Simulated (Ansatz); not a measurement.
input.yaml (Ansatz)

```yaml
crystal:
  lattice:
    - [4.2921204283, 0.0, 0.0]
    - [-2.1460602141, 3.717085327, 0.0]
    - [0.0, 0.0, 2.3015477472]
  atoms:
    - { symbol: Cr, position: [1.0, 1.0, 0.0], spin: 1.5 }
    - { symbol: Cr, position: [0.3333333333, 0.6666666667, 0.5], spin: 1.5 }
    - { symbol: Cr, position: [0.6666666667, 0.3333333333, 0.5], spin: 1.5 }
hamiltonian:
  xc: blyp
  pseudopotentials:
    kind: paw
    azcp:
      Cr: "pseudopotentials/Cr.paw.azcp"
basis:
  ecutwfc: 420
  fft_grid_basis: typed
kpoints:
  mp_grid: { grid: [11, 11, 18], shift: [0, 0, 0] }
magnetization:
  spin_polarized: true
scf:
  occupations: { method: fermi_dirac, width: 0.05 }
```

and its output:

```
Engine: ansatz 0.2.0, aarch64-unknown-linux-gnu
Pseudopotentials: kind: paw
Pseudopotential: Cr, paw, valence charge 14, recommended cutoff 420 eV (normal) 
Functional definition: BLYP
  parameter beta = 0.0042
  parameter a = 0.04918
  parameter b = 0.132
  parameter c = 0.2533
  parameter d = 0.349
  exchange = b88_x(beta = beta)
  correlation = lyp_c(a = a, b = b, c = c, d = d)
Crystal: 3 atoms, lattice volume = 36.719 Å³
Basis set: ecut = 420 eV, 709 PW (Γ), exchange–correlation on 60×60×32 points (8 copies of the dense FFT grid, shifted against one another)
Bands: 28, of which v1, the nominal top of the filled ones, is band 21 counted from 1 (20 counted from 0)
Symmetry: 24 space group operations
Space group: P6/mmm (ITA 191), of the structure as read, at distance tolerance 3.3e-5 Å
Magnetic group: BNS 191.233 (UNI 1463), of the structure as read, at distance tolerance 3.3e-5 Å
k-points: 160 of 2178
Non-local potential: Cr, projectors of the file, l = 0: 3, l = 1: 2, l = 2: 3, l = 3: 1
PAW form: soft (Blöchl's): semilocal exchange-correlation on the pseudo side does not see the compensation charge
PAW frozen core: Cr, regenerated for the run's functional, and the local potential with it (the file was generated under x = pbe(κ = 0.804, μ = 0.2195149727645171), c = pbe(β = 0.06672455060314922))
PAW one-centre angular grid: Cr, 590 points (default); XC on 64 Gauss nodes
Initial density: superposition of atomic densities (chi_scale 0.1, normalization cell)
Starting moments: Σ|m| = 4.5 μB on 3 of 3 sites
Initial wavefunctions: pseudopotential atomic-orbital guess
Functional: x = b88, c = lyp
SCF iter   1: F=—  HF=-10159.072616 eV  |F-HF|=—  |Δ(HF+E_count)|=         —  Δρ=1.87e-1 (↑1.87e-1 ↓5.86e-2)  dr2=1.27e1  dr2_m=2.96e0  M=0.835 μB ∫|m|=0.840 μB  β_m=0.30  ethr=3.10e-3  ⟨swp⟩=3.2  Hψ=28397  notcnv=0
Mixer restart at iter 1: flushing history
SCF iter   2: F=—  HF=-10154.442402 eV  |F-HF|=—  |Δ(HF+E_count)|=    4.63e0  Δρ=1.10e-1 (↑1.10e-1 ↓4.16e-2)  dr2=3.64e0  dr2_m=1.38e0  M=0.870 μB ∫|m|=0.876 μB  β_m=0.49  ethr=3.10e-3  ⟨swp⟩=2.1  Hψ=18932  notcnv=0  defer=211
...
SCF 1 converged in 15 iterations: F = -10152.815651 eV  dr2 = 4.61e-9
...
SCF iter  26: F=—  HF=-10152.815651 eV  |F-HF|=—  |Δ(HF+E_count)|=   6.82e-8  Δρ=1.82e-5 (↑1.36e-5 ↓1.82e-5)  dr2=3.69e-7  dr2_m=8.55e-9  M=-0.001 μB ∫|m|=0.001 μB  β_m=0.66  ethr=4.51e-10  ⟨swp⟩=2.0  Hψ=16117  notcnv=0
iter 27 did not close the SCF: its close was put off for a magnetic moment that had not settled (scf_convergence_deferred on its scf_iter line)
SCF iter  27: F=-10152.815651 eV  HF=-10152.815651 eV  |F-HF|=7.90e-8  |Δ(HF+E_count)|=   2.07e-8  Δρ=7.36e-6 (↑5.78e-6 ↓7.36e-6)  dr2=8.35e-8  dr2_m=1.47e-9  M=-0.000 μB ∫|m|=0.000 μB  β_m=0.66  ethr=2.38e-10  ⟨swp⟩=1.0  Hψ=22466  notcnv=0
iter 28 did not close the SCF: its close was put off for a magnetic moment that had not settled (scf_convergence_deferred on its scf_iter line)
SCF iter  28: F=-10152.815651 eV  HF=-10152.815651 eV  |F-HF|=2.92e-9  |Δ(HF+E_count)|=   2.82e-9  Δρ=1.54e-6 (↑1.20e-6 ↓1.54e-6)  dr2=3.18e-9  dr2_m=1.17e-10  M=0.000 μB ∫|m|=0.000 μB  β_m=0.83  ethr=1.99e-10  ⟨swp⟩=1.0  Hψ=20387  notcnv=0
SCF iter  29: F=-10152.815651 eV  HF=-10152.815651 eV  |F-HF|=1.06e-10  |Δ(HF+E_count)|=  4.37e-11  Δρ=2.79e-7 (↑2.55e-7 ↓2.79e-7)  dr2=1.12e-10  dr2_m=3.88e-12  M=0.000 μB ∫|m|=0.000 μB  ethr=7.58e-12  ⟨swp⟩=1.0  Hψ=21768  notcnv=0
SCF 2 converged in 29 iterations: F = -10152.815651 eV  dr2 = 1.12e-10
WARN: the starting moments were not kept: the SCF closed with an absolute magnetisation of 3.8e-5 μB, where they sum to 4.5 μB in size (3 sites). That is at most 0.1 of that sum. Measured as dr2_m measures the in/out step, that magnetisation stands 6.3e-10 eV from none, at or under the dr2_threshold of 1.0e-7 eV: it is no larger than a step whose dr2_m would equal this threshold. The system may hold no moment; this SCF shows only that its start led to no more than that. To try another start: raise the starting moments (crystal.atoms[].spin, magnetization.per_species, magnetization.initial_magnetization, or on a non-collinear deck that types none of these the spinor_matrix: blocks that start its atoms; where the total moment is fixed, keep their sum and leave initial_magnetization as it is; typed ones take the place of any that the run laid by itself, positive ones on a crystal's lanthanoids without a Hubbard term where scf.initial_density.shell_occupations: [] is typed) or, if the notice of its spin-set hold's release reads "site moments contracting" or "site moments show no strong build", lengthen the hold (scf.mixing.spin_hold: { on: { confirm: 4 } }; for m-r²SCAN on two components see the key's manual first). Each may lead to a state that holds a moment. A second SCF, from the converged charge density, with the starting moments and any scf.initial_density.shell_occupations laid on it anew, would have followed, and was not run: the deck does not ask for one (magnetization.retry_lost_moments is false, the default). To let it run, set magnetization.retry_lost_moments: true and run the deck again, where that key's refused combinations let it; where memory then withholds it, that run's warning says so.
SCF converged after 15 iterations
Magnetization: -0.0000 μB (21.0000 up, 21.0000 down)
Absolute magnetization: 0.0000 μB (∫|ρ↑−ρ↓|, with the PAW one-centre terms)
Spin contamination: 0.0000 ħ² per cell (⟨S²⟩ above its minimum at these occupations)
Per-site moments (μB) at R_I (Å): [(8.818517878148163e-7, 0.9493884457199999), (-1.569455403677568e-5, 0.9493884457199999), (-1.5694554036775695e-5, 0.9493884457199999)]
Free energy (F): -10152.815651 eV
Harris-Foulkes:  -10152.815651 eV  (|F-HF|=4.45e-9)
Internal energy: -10152.768012 eV  (E = F + TS)
E sigma→0 (E₀):  -10152.791831 eV
Entropy (-TS):   -0.047639 eV (-15.880 meV/atom)
Fermi energy:    18.568934 eV
--- Per-component energies (eV) ---
  E_band       = -457.854469
  E_kinetic    = 1031.490726
  E_local      = -3734.272224  (includes V_loc(G=0)·N_el)
  E_nonlocal   = 238.803778
  E_hartree    = 1626.474277
  E_xc         = -413.509521
  E_vxc        = -526.162633  (∫ρ·V_xc dr)
  E_paw        = -3614.510318  (= ΣΔE_a)
  E_vpaw       = -720.663681  (= ΣTr[D̂ρ^β])
  E_aug_tail   = 0.001268  (compensation charges beyond the density's cutoff)
  E_ewald      = -5287.290369
  E_core_change = 0.044371  (= ΣΔE_core)
  E_smearing   = -0.047639  (= −TS)
  E_closure    = 0.000000  (closes the sum)
  Σ components = -10152.815651   (vs F -10152.815651, Δ=0.00e0)
```
